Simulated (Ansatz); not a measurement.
A trial cell of W was relaxed with r2SCAN (plane waves to 500 eV, PAW, scalar-relativistic; Ansatz, an electronic-structure program).

Before: P4/nmm, origin choice 1 (No. 129), tP4; a = b = 4.5015 Å, c = 3.1144 Å, α = β = γ = 90.00°.

After relaxation:

Simulated powder pattern, Ag Kα, λ = 0.560885 Å (kinematic, ideal powder, no thermal factors, no anomalous dispersion; the 24 strongest lines at most, above 1 %, up to 2θ = 30°):

| 2θ (°) | I/Imax (%) |
|---|---|
| 14.38 | 100 |
| 20.39 | 20 |
| 25.04 | 43 |
| 28.99 | 14 |

Problem. Identify the relaxed structure from its pattern: crystal system, space group and cell.

Solution. Cubic, Im-3m (No. 229), cI2, bcc (W type); a = 3.169 Å, b = 3.169 Å, c = 3.169 Å, α = 90.00°, β = 90.00°, γ = 90.00°. Sites: W 2a (0.000, 0.000, 0.000).

Problem. Index the strongest lines.

Solution. 14.38° (110), 20.39° (200), 25.04° (211), 28.99° (220).

No spin polarisation in the result.

The run could not lose the symmetry of its start; a randomly shaken copy of 2 atoms returns to this structure.
